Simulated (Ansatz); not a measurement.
**Relaxation path: bcc Mo (111), 4 layers**

DFT, PBE, PAW with Ansatz's default frozen-core files, scalar-relativistic (Ansatz 0.2.0); a Γ-centred 10×10×1 k mesh, Fermi–Dirac smearing of 0.1 eV, no spin polarisation. The run relaxes the atoms in the fixed cell.

Command: `ansatz run input.yaml --threads 1 --pin off --max-ram 3584MiB --backend cpu --events-out ev --progress --plain --runs-dir out` It took 87 s on 1 thread of Arm Neoverse V1 (shared host), peak memory 0.47 GiB.

```yaml
crystal:
  lattice:
    - [4.4701026756, 0.0, 0.0]
    - [-2.2350513378, 3.8712224746, 0.0]
    - [0.0, 0.0, 18.7374]
  atoms:
    - { symbol: Mo, position: [0.0, 0.0, 0.4269544424] }
    - { symbol: Mo, position: [0.333333334, 0.666666666, 0.4756514806] }
    - { symbol: Mo, position: [0.666666667, 0.333333333, 0.5243485191] }
    - { symbol: Mo, position: [0.0, 0.0, 0.5730455576] }
kpoints:
  mp_grid: { grid: [10, 10, 1] }
scf:
  occupations: { method: fermi_dirac, width: 0.1 }
hamiltonian:
  xc: pbe
  pseudopotentials: { kind: paw }
output:
  forces: true
  stress: true
  eigenvalues: true
relax:
  f_tol: 0.01
  max_steps: 40
efield:
  axis: 3
  amplitude: 0
  dipole_correction: true
```

Each step lists its free energy a cell above the last geometry, and Cartesian positions (Å) with forces (eV/Å).

The first step:

```
step 1  dF = 849.12 meV
  Mo 0.0000 0.0000 8.0000   0.0000 0.0000 2.9460
  Mo 0.0000 2.5808 8.9125   0.0000 0.0000 0.4764
  Mo 2.2351 1.2904 9.8249   0.0000 0.0000 -0.4765
  Mo 0.0000 0.0000 10.7374   0.0000 0.0000 -2.9462
```

Problem. Where does the relaxation end, and by which steps?

Solution. After 6 geometries, with a shortest distance of 2.306 Å. The further steps:
```
step 2  dF = 30.98 meV
  Mo 0.0000 0.0000 8.1969   0.0000 0.0000 0.3533
  Mo 0.0000 2.5808 8.9603   0.0000 0.0000 0.5022
  Mo 2.2351 1.2904 9.7771   0.0000 0.0000 -0.5022
  Mo 0.0000 0.0000 10.5405   0.0000 0.0000 -0.3532
step 3  dF = 66.72 meV  (not accepted)
  Mo 0.0000 0.0000 8.2188   0.0000 0.0000 0.2346
  Mo 0.0000 2.5808 9.1009   0.0000 0.0000 -0.7235
  Mo 2.2351 1.2904 9.6365   0.0000 0.0000 0.7235
  Mo 0.0000 0.0000 10.5187   0.0000 0.0000 -0.2347
step 4  dF = 3.59 meV
  Mo 0.0000 0.0000 8.2225   0.0000 0.0000 -0.1601
  Mo 0.0000 2.5808 9.0290   0.0000 0.0000 -0.1370
  Mo 2.2351 1.2904 9.7084   0.0000 0.0000 0.1370
  Mo 0.0000 0.0000 10.5149   0.0000 0.0000 0.1600
step 5  dF = 0.02 meV
  Mo 0.0000 0.0000 8.2149   0.0000 0.0000 0.0202
  Mo 0.0000 2.5808 9.0122   0.0000 0.0000 -0.0125
  Mo 2.2351 1.2904 9.7252   0.0000 0.0000 0.0125
  Mo 0.0000 0.0000 10.5224   0.0000 0.0000 -0.0202
step 6  dF = 0.00 meV
  Mo 0.0000 0.0000 8.2155   0.0000 0.0000 -0.0010
  Mo 0.0000 2.5808 9.0111   0.0000 0.0000 0.0003
  Mo 2.2351 1.2904 9.7263   0.0000 0.0000 -0.0003
  Mo 0.0000 0.0000 10.5219   0.0000 0.0000 0.0010
```
